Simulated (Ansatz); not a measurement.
Mg2Sn:
Space group P-62m (No. 189); a = 5.5717 Å, b = 5.5717 Å, c = 4.9722 Å, α = 90.00°, β = 90.00°, γ = 120.00°

```
atom  site  symmetry       x       y       z
----  ----  --------  ------  ------  ------
Mg      3g       m2m  0.3350  0.3350  0.5000
Mg      1a      -62m  0.0000  0.0000  0.0000
Sn      2c      -6..  0.3333  0.6667  0.0000
```

Relaxed with LDA.

Question: Which orbitals make up the states near the Fermi level in LDA in the plane-wave PAW code Ansatz?

Answer: Within 0.5 eV of the Fermi level: Sn 5p 38 %, Mg 3s 31 %, Sn 5s 5 %, outside the projected shells 25 %. Projections are on Löwdin-orthogonalised atomic valence shells; empty p or d shells of many metals are not among them.

Question: Tabulate the density of states.

Answer: States/eV per cell of 6 atoms, in 0.25 eV bins, energy from the Fermi level.

```csv
E (eV),total,Sn 5p,Mg 3s,Sn 5s
-7.85,1.15,0.26,0.17,0.71
-7.60,1.36,0.33,0.14,0.88
-7.35,1.10,0.27,0.10,0.73
-7.10,0.83,0.20,0.06,0.56
-6.85,0.70,0.16,0.04,0.48
-6.60,0.59,0.13,0.03,0.42
-6.35,0.61,0.15,0.08,0.38
-6.10,0.68,0.19,0.16,0.33
-5.85,0.83,0.26,0.24,0.32
-5.60,1.17,0.42,0.43,0.30
-5.35,1.32,0.54,0.55,0.21
-5.10,1.78,0.81,0.77,0.16
-4.85,1.48,0.67,0.62,0.15
-4.60,1.62,0.75,0.64,0.18
-4.35,1.68,0.79,0.67,0.17
-4.10,1.62,0.89,0.57,0.11
-3.85,2.05,1.27,0.59,0.12
-3.60,2.12,1.35,0.55,0.13
-3.35,2.11,1.30,0.57,0.14
-3.10,2.39,1.44,0.63,0.18
-2.85,2.77,1.66,0.69,0.23
-2.60,2.71,1.61,0.65,0.23
-2.35,2.16,1.29,0.49,0.17
-2.10,2.07,1.17,0.50,0.15
-1.85,2.49,1.33,0.61,0.21
-1.60,2.52,1.29,0.65,0.20
-1.35,2.19,1.12,0.55,0.18
-1.10,2.04,1.07,0.49,0.17
-0.85,2.07,1.04,0.53,0.16
-0.60,2.23,0.97,0.71,0.15
-0.35,2.86,1.23,0.90,0.15
-0.10,2.38,0.96,0.76,0.14
0.15,2.41,0.89,0.75,0.14
0.40,3.18,1.08,0.92,0.14
0.65,2.73,0.91,0.72,0.09
0.90,2.94,0.95,0.74,0.10
1.15,2.92,0.96,0.74,0.09
1.40,2.96,0.92,0.73,0.08
1.65,2.98,0.90,0.77,0.07
1.90,3.24,0.97,0.82,0.05
2.15,3.20,0.96,0.81,0.05
2.40,3.45,0.97,0.77,0.05
2.65,3.22,0.89,0.68,0.05
2.90,2.53,0.80,0.49,0.04
3.15,2.29,0.64,0.38,0.03
3.40,3.40,0.65,0.49,0.04
3.65,3.04,0.53,0.39,0.03
3.90,3.64,0.52,0.40,0.04
4.15,3.42,0.50,0.34,0.03
4.40,3.42,0.46,0.32,0.02
4.65,3.68,0.35,0.33,0.03
```

The workflow started from a Materials Project entry (that database holds measured and hypothetical structures alike); the Crystallography Open Database copy checked does not list it. COD files the formula under space group No. 225, 227, so this cell is another polymorph or a model. With Mg and Sn taken as one species the cell has the higher symmetry P6_3/mmc, so it may be an ordered model of a mixed-site phase. Whether it is the stable phase at ambient conditions was not checked. The cell keeps a stress of up to 0.2 GPa. The cell was relaxed with LDA under the symmetry of its start; of distortions, only those at the zone centre were tested. Axis ratios of metals converge slowly with the k-mesh, so a and c are less sure than the volume. Scalar-relativistic: spin–orbit coupling is off unless named, which matters more the heavier the elements.

Potentials: the later of the program's two PAW sets.
